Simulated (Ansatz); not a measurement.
Cell and atoms are relaxed with the symmetry kept. Start:

```xyz
8
Lattice="2.8664 -5.2485 0.0000 2.8664 5.2485 0.0000 0.0000 0.0000 4.7414" Properties=species:S:1:pos:R:3 pbc="T T T"
Ti    2.8664    3.3689    3.5561
Ti    2.8664   -3.3689    1.1854
Ti    1.3827    0.7685    3.5561
Ti    1.3827   -0.7685    1.1854
Ti    4.3500   -0.7685    1.1854
Ti    4.3500    0.7685    3.5561
Sn    2.8664   -1.7562    3.5561
Sn    2.8664    1.7562    1.1854
```

The calculation used Ansatz, DFT PBEsol, scalar-relativistic, plane waves, PAW.

Cutoff 420 eV; k points 8×8×8 on the computed 8-atom cell (Γ-centred); Gaussian smearing, width 0.10 eV; no spin polarisation.

Task: What does it relax to?

Result: The volume decreases by 0.50 Å³/atom to 17.33 Å³/atom, and the energy falls by 5.7 meV/atom. Final structure:
```cif
data_structure
_symmetry_space_group_name_H-M 'P 1'
_symmetry_Int_Tables_number 1
_cell_length_a 5.9219
_cell_length_b 5.9219
_cell_length_c 4.6913
_cell_angle_alpha 90.000
_cell_angle_beta 90.000
_cell_angle_gamma 122.555
_cell_volume 138.67
loop_
_atom_site_label
_atom_site_type_symbol
_atom_site_fract_x
_atom_site_fract_y
_atom_site_fract_z
_atom_site_occupancy
Ti1 Ti 0.17744 0.82256 0.75000 1
Ti2 Ti 0.82256 0.17744 0.25000 1
Ti3 Ti 0.16786 0.31462 0.75000 1
Ti4 Ti 0.31462 0.16786 0.25000 1
Ti5 Ti 0.83214 0.68538 0.25000 1
Ti6 Ti 0.68538 0.83214 0.75000 1
Sn1 Sn 0.66741 0.33259 0.75000 1
Sn2 Sn 0.33259 0.66741 0.25000 1
```

Course of the relaxation (steps run on the plane waves of an earlier cell, and the basis is chosen afresh near the end, so energy and pressure can step there; trial steps that raised the energy were taken back; energies are free energies):

```
step E − E_final (meV/atom) largest force component (eV/Å) P (GPa) V (Å³/atom)
   1                     5.7                           0.097    -3.41        17.83
   2                    22.3                           0.137     7.86        16.40
   3                     0.0                           0.014    -0.29        17.38
   4                     0.0                           0.054     0.03        17.33
   5                    -0.1                           0.002     0.01        17.33
   6                     0.0                           0.002     0.01        17.33
```